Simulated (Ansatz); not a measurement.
IrPtN$_{2}$:
```cif
data_Ir3N6Pt3
_chemical_formula_sum 'Ir3 Pt3 N6'
_space_group_name_H-M_alt 'R-3m :H'
_space_group_IT_number 166
_space_group_name_Hall '-R 3 2"'
_cell_length_a 2.98519
_cell_length_b 2.98519
_cell_length_c 18.64572
_cell_angle_alpha 90.000
_cell_angle_beta 90.000
_cell_angle_gamma 120.000
loop_
_atom_site_label
_atom_site_type_symbol
_atom_site_symmetry_multiplicity
_atom_site_Wyckoff_symbol
_atom_site_fract_x
_atom_site_fract_y
_atom_site_fract_z
_atom_site_occupancy
Ir1 Ir 3 b 0.00000 0.00000 0.50000 1
Pt1 Pt 3 a 0.00000 0.00000 0.00000 1
N1 N 6 c 0.00000 0.00000 0.10611 1
```
(The calculation used a cell of 4 atoms; values per cell refer to that cell.)

Relaxed at zero pressure with DFT-PBE in the program Ansatz with PAW potentials.

**Question.** The volume is lowered by 3 % and shape and atoms relax at that volume. What pressure results, and how do the axes share the change?

**Answer.** 6.6 GPa; a -1.6 %, b -1.6 %, c 0.2 %; the energy rises by 7 meV/atom.

**Question.** Give the new structure.

**Answer.** 
Space group R-3m, hexagonal axes (No. 166); a = 2.9366 Å, b = 2.9366 Å, c = 18.6896 Å, α = 90.00°, β = 90.00°, γ = 120.00°

| atom | site | symmetry | x | y | z |
|---|---|---|---|---|---|
| Ir | 3b | -3m | 0.0000 | 0.0000 | 0.5000 |
| Pt | 3a | -3m | 0.0000 | 0.0000 | 0.0000 |
| N | 6c | 3m | 0.0000 | 0.0000 | 0.1050 |

The phase is kept; no other phase was compared at this pressure.

The start of the workflow was typed in or built on a structure type; neither database checked (COD, Materials Project) lists it. Whether it is the stable phase at ambient conditions was not checked. The cell was relaxed with PBE under the symmetry of its start; whether a distortion lowers the energy is not shown. The workflow began spin-polarised and lost its moments. Its formation energy is positive at this level, so the cell may be metastable or incomplete. Spin–orbit coupling is left out wherever it is not named.

Potentials: the later of the program's two PAW sets.
